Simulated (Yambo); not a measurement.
G0W0@PBEsol for MgO (rock salt, space group Fm-3m, No. 225) in Yambo. Reference settings: 6×6×6 Γ-centred k mesh, bands 2 to 71 and a 14 Ry block in the screening, 71 bands in G with the Bruneval-Gonze terminator, plasmon pole fitted at 27.2 eV. The PBEsol gap Γ → Γ on this mesh is 4.66 eV; G0W0 gaps are taken between the same points.

| change from the reference | G0W0 gap Γ → Γ (eV) | shift of the valence edge (eV) |
|---|---|---|
| reference settings | 7.20 | -1.51 |
| 33 bands in W | 7.20 | -1.37 |
| 45 bands in W, 45 bands in G | 7.21 | -1.46 |
| no random integration | 7.12 | -1.30 |
| 4×4×4 mesh | 7.23 | -1.53 |
| 11 Ry block | 7.12 | -1.44 |
| 2 Ry block | … | -1.19 |
| no terminator | 7.09 | -1.32 |

### Question
Estimate the withheld gaps from the other rows; the computed values follow.

### Answer

- 2 Ry block, G0W0 gap Γ → Γ (eV): 6.69

The reference isn't shown to be the converged limit.

Geometry relaxed with PBEsol; primitive cell a = 2.979 Å, b = 2.979 Å, c = 2.979 Å, α = 60.00°, β = 60.00°, γ = 60.00°.

A shift is the quasiparticle energy of the state minus its PBEsol energy.
